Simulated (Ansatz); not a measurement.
According to plane-wave PAW PBE (Ansatz code), AlNi in the orthorhombic phase (Cmcm; Al on 4c, Ni on 4c) relaxes to a = 2.678 Å, b = 9.388 Å, c = 4.009 Å. Against the elements it lies at -0.49 eV/atom, with no fitted shifts.

Electronic character: metallic (no gap). The magnetic state found is non-magnetic (starting moments vanished).

The start of the workflow was typed in or built on a structure type; neither database checked (COD, Materials Project) lists it. It is not the phase usual at ambient conditions (space group No. 221). The cell was relaxed with PBE under the symmetry of its start; whether a distortion lowers the energy is not shown. The workflow began spin-polarised and lost its moments. Axis ratios of metals converge slowly with the k-mesh, so a and c are less sure than the volume. The references are the lowest solids computed at this level, not always the standard phases.

Potentials: the later of the program's two PAW sets.
